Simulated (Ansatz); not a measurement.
**CoSn**

Computed with Ansatz (plane waves, PAW, 420 eV cutoff): PBE with spin–orbit coupling, two-component spinors, 6×6×8 k-mesh, Gaussian smearing of 0.05 eV. The datasets are Ansatz's generated set soft_2.

```xyz
6
Lattice="5.2945 0.0000 0.0000 -2.6473 4.5852 0.0000 0.0000 0.0000 4.2319" Properties=species:S:1:pos:R:3 pbc="T T T"
Co   -1.3236    2.2926    0.0000
Co    1.3236    2.2926    0.0000
Co    2.6473    0.0000    0.0000
Sn    2.6473    1.5284    2.1159
Sn    0.0000    3.0568    2.1159
Sn    0.0000    0.0000    0.0000
```

The chain of runs began from a structure of the Materials Project database, expanded in volume; all values here are this work's own. Such entries can be computed or ordered models and not known phases.

Magnetic state: non-magnetic, site spin moments none.

The run above is the reference. The same cell was run again with other input settings; several of them aren't fit for production, so the rows show the settings' effect and aren't properties of the material.

```tsv
keys changed	outcome	ΔE (meV/atom)	P (GPa)	gap on the mesh (eV)	cell moment (μB)	largest force component (eV/Å)	SCF iterations	rough core-seconds	new warnings
none (reference)	converged	0.0	0.0	metal	0.00	0.000	–	–	–
scf.occupations.method: "gaussian" → "cold"	converged	0.0	0.0	metal	0.00	0.000	22	400	–
```

ΔE is the energy with the smearing extrapolated to zero. It is left out where the change alters the Hamiltonian or the spin treatment. The varied runs start from atomic densities (corrected by the program's trained start where that serves), with the default search for lower states unless a row changes it.

(1) What happens with these changes: hamiltonian.xc: "pbe" → "lda"?

Answer:

(1) outcome converged, P (GPa) -9.6, gap on the mesh (eV) metal, cell moment (μB) 0.00, largest force component (eV/Å) 0.000, SCF iterations 21, rough core-seconds 300.

2 further runs (cut off, refused for memory, with changed atoms or starts, or in doubt) are left out.

Of the reference: The starting moments died out; a magnetic state reached from other starts isn't excluded.
